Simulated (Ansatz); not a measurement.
ZrSi₂ (Cmcm), relaxed with PBE (Ansatz, an electronic-structure program, plane waves, PAW): a = 3.706 Å, b = 14.802 Å, c = 3.677 Å, α = 90.00°, β = 90.00°, γ = 90.00°.

```
Item            Value
--------------  -----
ΔH_f (eV/atom)  -0.66
```

Q: The same phase is relaxed and computed with r²SCAN in the same code. What are the cell and these values now?

A: a = 3.6904 Å, b = 14.8675 Å, c = 3.6647 Å, α = β = γ = 90.00°.

- ΔH_f (eV/atom): -0.66

All cells were relaxed under the symmetry of their starts (and spin orders); stability against distortions was not tested throughout. Rows with no word on spin ran without spin polarisation. Spin–orbit coupling is left out wherever it is not named.

Potentials: the earlier of the program's two PAW sets.

Ansatz is a plane-wave DFT program.

Formation energies count from the lowest solids of the elements computed at the same level, not from gases.
